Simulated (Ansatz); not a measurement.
Here is an unrelaxed guess for Sn₃PbSe₄.

```
CELL_PARAMETERS angstrom
-3.05559 3.05559 6.11118
3.05559 -3.05559 6.11118
3.05559 3.05559 -6.11118
ATOMIC_POSITIONS crystal
Sn 0.75000 0.25000 0.50000
Sn 0.50000 0.50000 0.00000
Sn 0.25000 0.75000 0.50000
Pb 0.00000 0.00000 0.00000
Se 0.75000 0.75000 0.00000
Se 0.50000 0.00000 0.50000
Se 0.25000 0.25000 0.00000
Se 0.00000 0.50000 0.50000
```

Computed with DFT PBE, scalar-relativistic, plane waves, PAW in Ansatz 0.2.0. Plane waves to 420 eV, a k mesh through Γ of 4×4×4 on the computed 8-atom cell and Gaussian smearing (0.10 eV); no spin polarisation.

The zero of energy is the elements' standard structures at the same level; no fitted shifts are applied. The references include grey tin.

Question: How far from equilibrium is it?

Answer: The pressure is -0.3 GPa (the mean over three directions, positive in compression), the largest force is 0.21 eV/Å, and the energy is −0.46 eV/atom against the elements. The shortest distance is 3.06 Å.

Question: How much does it gain on relaxing, and where does it end?

Answer: Relaxing gains under 0.03 eV/atom in 4 ionic steps and ends at −0.462 eV/atom on the finer mesh. The symmetry stays I4/mmm (No. 139). The volume per atom stays near 28.4 Å³. The shortest distance goes from 3.06 Å (Pb–Se and Sn–Se) to 3.01 Å (Sn–Se). Conventional cell: a = 6.104 Å, c = 12.209 Å. Sn on a site of symmetry -4m2 is surrounded by 6 Se at 3.05 Å; around Pb lie 6 Se at 3.05–3.10 Å; Se on a site of symmetry 4mm has 5 Sn at 3.01–3.05 Å and 1 Pb at 3.10 Å; 2 more sites not described.

The last run used an 8×8×8 mesh for its 8-atom cell and Gaussian smearing of 0.01 eV. These runs have no spin–orbit coupling, which can matter for Pb. The reference form of Se is held partly by dispersion forces, which this level lacks. The relaxation can't lower the symmetry of the start. A structure relaxed within its symmetry needn't be a true minimum.
